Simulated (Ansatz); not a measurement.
**LuAs (zincblende structure): a workflow**

Level of theory: DFT, PBEsol, scalar-relativistic, no spin polarisation; plane waves to 420 eV with PAW datasets (Ansatz 0.2.0), 8×8×8 k-mesh, Gaussian smearing of 0.05 eV; PAW files: Ansatz's generated set soft_2.

This is a trial structure: such lanthanide and actinide compounds mostly take the rock-salt structure.

Starting cell:

```
Lu As
1.0
     0.00000    3.13794    3.13794
     3.13794    0.00000    3.13794
     3.13794    3.13794    0.00000
Lu As
1 1
Cartesian
  0.0000 0.0000 0.0000
  1.5690 1.5690 1.5690
```

The runs in order:

```tsv
run	level	k-mesh	kind	V (Å³/atom)	P (GPa)	E − E(final) (meV/atom)	gap on the mesh (eV)
1	PBEsol	8×8×8	fixed cell	30.90	-0.3	0.2	1.55
2	PBEsol	8×8×8	fixed cell	30.77	-0.1	0.0	1.54
3	PBEsol	8×8×8	fixed cell	30.72	0.0	0.0	1.54
```

Cell and atoms are those of this level's equilibrium.

The final structure (symmetry read at 0.01 Å). It takes space group F-43m (No. 216, cubic). Conventional cell: a = 6.264 Å, b = 6.264 Å, c = 6.264 Å, α = 90.00°, β = 90.00°, γ = 90.00°. Around Lu (site symmetry -43m) lie 4 As at 2.71 Å. As (site symmetry -43m) has 4 Lu at 2.71 Å as nearest neighbours. (Neighbours are counted to 15 % beyond the shortest distance.)

- At the final geometry the gap, band path included, is 1.54 eV.
- The equation of state gives B0 = 56 GPa and B0′ = 3.8.
- The elastic tensor is positive definite (smallest eigenvalue 6.3 GPa).
- Against the elements' standard states, run alike and uncorrected, the formation energy is -0.86 eV/atom.

**What lies behind the numbers.**

Formal charges Lu³⁺, As³⁻ balance and leave closed shells on every ion, so a band insulator is expected, and the gap is 1.54 eV.

Within 0.6 eV of the edges the projected states are 71 % As 4p at the top of the valence band and 92 % Lu 5d at the bottom of the conduction band. The valence edge mixes anion p with metal states, so the bond is partly covalent and the gap isn't a plain transfer from As to Lu.

Semilocal functionals underestimate band gaps, commonly by a third or more. These numbers lack spin–orbit coupling.
